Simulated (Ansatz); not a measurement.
Total density of states per atom from LDA in the plane-wave PAW code Ansatz, in 0.25 eV bins, energy from the valence-band maximum:

```csv
E (eV),states/eV/atom
-7.85,0.00
-7.60,0.00
-7.35,0.00
-7.10,0.00
-6.85,0.00
-6.60,0.00
-6.35,0.00
-6.10,0.57
-5.85,1.90
-5.60,0.79
-5.35,0.30
-5.10,0.47
-4.85,0.88
-4.60,1.00
-4.35,1.38
-4.10,4.71
-3.85,0.00
-3.60,0.00
-3.35,0.00
-3.10,0.00
-2.85,0.00
-2.60,0.88
-2.35,7.75
-2.10,2.51
-1.85,2.03
-1.60,1.95
-1.35,1.62
-1.10,1.36
-0.85,0.95
-0.60,0.54
-0.35,0.32
-0.10,0.10
0.15,0.00
0.40,0.00
0.65,0.00
0.90,0.00
1.15,0.00
1.40,0.00
1.65,0.01
1.90,0.02
2.15,0.05
2.40,0.22
2.65,0.44
2.90,0.66
3.15,1.09
3.40,0.92
3.65,0.68
3.90,0.53
4.15,0.47
4.40,0.45
4.65,1.00
4.90,0.95
5.15,0.59
5.40,0.55
5.65,1.05
5.90,0.94
```

Q: Which of these materials gives this?
(A) Cu, hcp (Mg type)
(B) ZnCu, CsCl type
(C) Cu, fcc (Cu type)
(D) CuI, zinc blende

A: D, CuI, zinc blende. Top 1 eV of the valence band: Cu 3d 53 %, I 5p 43 %. Bottom 1 eV of the conduction band: Cu 4s 61 %, I 5s 18 %, I 5p 14 %. Projections are on Löwdin-orthogonalised atomic valence shells; empty p or d shells of many metals are not among them.

Space group F-43m (zinc blende). Symmetry was held in the LDA relaxation. No spin polarisation was allowed. Spin–orbit coupling is left out wherever it is not named.

Potentials: the earlier of the program's two PAW sets. The files were generated under PBE; for other functionals the program regenerates the frozen cores, and for LDA and PBEsol the local potential too.
